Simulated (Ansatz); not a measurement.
Cu Kα1 powder pattern (kinematic, no thermal factors).
2θ (°) (relative intensity): 15.08 (44), 18.30 (69), 26.27 (11), 30.43 (100), 35.74 (73), 37.08 (19), 40.24 (7), 40.63 (7), 46.01 (5), 46.36 (2), 48.70 (50), 54.07 (18), 56.17 (6), 56.47 (3), 56.97 (3), 57.57 (16), 60.80 (2), 63.32 (11), 65.96 (11), 66.51 (10), 67.38 (18), 69.50 (3), 69.77 (2), 73.92 (1), 75.71 (12), 78.98 (2), 80.98 (1), 81.75 (2), 82.42 (5), 85.72 (2), 86.93 (9), 87.94 (9)

The pattern is computed from a structure relaxed with Ansatz 0.2.0, DFT PBE, scalar-relativistic, plane waves, PAW. No spin polarisation. Its elements are Ca, Se, Si.

Question: Give the structure.

Answer: Ca₃SiSe.
Space group P6/mmm (No. 191). a = 6.779 Å, b = 6.779 Å, c = 4.845 Å, α = 90.00°, β = 90.00°, γ = 120.00°
```json
{"atom": "Ca", "site": "3f", "symmetry": "mmm", "x": "0.5000", "y": "0.0000", "z": "0.0000"}
{"atom": "Si", "site": "1b", "symmetry": "6/mmm", "x": "0.0000", "y": "0.0000", "z": "0.5000"}
{"atom": "Se", "site": "1a", "symmetry": "6/mmm", "x": "0.0000", "y": "0.0000", "z": "0.0000"}
```

A pattern alone doesn't exclude other cells with like lines; this is the one computed.

Another cell of Ca3SiSe relaxed alike, in P3m1, lies 1.19 eV/atom lower, so this cell isn't the stable form at this level.

The cell was found from a structure generator's guess, not taken from experiment.
